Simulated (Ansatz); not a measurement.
SiO₂ — O-17 NMR of the central transition

Cell: a structure deposited in the COD whose atoms were relaxed with PBE, the cell held.

Space group P4_12_12 (No. 92); a = 4.9640, c = 6.9200 Å.

```csv
site,Wyckoff,site symmetry,x,y,z
Si,4a,..2,0.3059,0.3059,0.0000
O,8b,1,0.2366,0.1180,0.1858
```

One atom of each set is listed.

The numbers come from a DFT calculation in Ansatz (r2SCAN, plane waves and PAW, scalar-relativistic, 500 eV cutoff, Γ-centred 5×5×4 k-points, Fermi–Dirac smearing 0.02 eV).

O-17 has I = 5/2 and Q = -25.58 mb (Pyykkö 2018); at 28.2 T its Larmor frequency is ν₀ = 162.8 MHz. Only the quadrupole interaction is simulated: positions count from each site's isotropic chemical shift, and J coupling is left out, as are shift anisotropy and dipolar coupling, which fast spinning averages.

Problem. Simulate the second-order pattern (fast magic-angle spinning, Gaussian broadening 0.07 kHz) of site O (2 Si at 1.63 Å, angle 142°).

Solution. The calculation gives C_Q = -5.75 MHz and η = 0.20, so ν_Q = 0.862 MHz and the centre of gravity lies at -7.57 ppm (-1.23 kHz).

(offset (kHz), height): (-3.198, 0), (-3.099, 1), (-2.999, 6), (-2.900, 7), (-2.800, 7), (-2.700, 7), (-2.601, 7), (-2.501, 8), (-2.402, 8), (-2.302, 8), (-2.202, 8), (-2.103, 20), (-2.003, 45), (-1.904, 57), (-1.804, 86), (-1.704, 72), (-1.605, 58), (-1.505, 53), (-1.406, 51), (-1.306, 50), (-1.206, 50), (-1.107, 51), (-1.007, 53), (-0.908, 57), (-0.808, 63), (-0.708, 79), (-0.609, 100), (-0.509, 74), (-0.409, 62), (-0.310, 42), (-0.210, 2), (-0.111, 0)

At O V_zz runs parallel to the line that joins its two neighbours (within 1°).

The largest force is 0.3 eV/Å, so the atoms aren't at the calculated equilibrium and relaxing them would move these values.
